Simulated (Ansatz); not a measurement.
Total density of states per atom from LDA in the plane-wave PAW code Ansatz, in 0.25 eV bins, energy from the Fermi level:

```
E (eV) | states/eV/atom
    -7.85 |  0.00
    -7.60 |  0.00
    -7.35 |  0.00
    -7.10 |  0.00
    -6.85 |  0.00
    -6.60 |  0.00
    -6.35 |  0.00
    -6.10 |  0.00
    -5.85 |  0.02
    -5.60 | ##### 0.31
    -5.35 | ####### 0.42
    -5.10 | ########## 0.58
    -4.85 | ###################### 1.28
    -4.60 | ############## 0.80
    -4.35 | ######### 0.55
    -4.10 | ######## 0.47
    -3.85 | ####### 0.38
    -3.60 | ########## 0.62
    -3.35 | ############## 0.80
    -3.10 | ################### 1.14
    -2.85 | ############################## 1.76
    -2.60 | ######################### 1.44
    -2.35 | ############## 0.85
    -2.10 | ############# 0.76
    -1.85 | ############# 0.76
    -1.60 | ############## 0.85
    -1.35 | ############# 0.79
    -1.10 | ########## 0.56
    -0.85 | ###### 0.33
    -0.60 | #### 0.23
    -0.35 | ### 0.16
    -0.10 | ### 0.16
     0.15 | ##### 0.30
     0.40 | ######## 0.47
     0.65 | ############### 0.87
     0.90 | ############ 0.72
     1.15 | ####### 0.44
     1.40 | ########### 0.66
     1.65 | ####################### 1.38
     1.90 | ####################### 1.37
     2.15 | ########################## 1.54
     2.40 | #### 0.25
     2.65 |  0.00
     2.90 |  0.02
     3.15 | ############ 0.73
     3.40 | ####################### 1.35
     3.65 | ################ 0.93
     3.90 | ############## 0.84
     4.15 | ############# 0.75
     4.40 | ######## 0.49
     4.65 | #### 0.21
```

Question: Which of these materials gives this?
A. SnS2, R3m (Sn on 3a, S on 3a, S on 3a)
B. SbSI, P2_1/m (Pearson symbol mP12)
C. ZrS, rock salt
D. TiS2, CdI2 type

Answer: D, TiS2, CdI2 type. Within 0.5 eV of the Fermi level: Ti 3d 56 %, S 3p 39 %. Projections are on Löwdin-orthogonalised atomic valence shells; empty p or d shells of many metals are not among them.

Space group P-3m1 (CdI2 type). The LDA relaxation kept the symmetry of its start; phonons on a q-mesh show no instability. No spin polarisation was allowed. A crystal of weakly bound layers computed without a dispersion correction: the cell and the soft elastic constants depend strongly on that.

Potentials: the later of the program's two PAW sets.
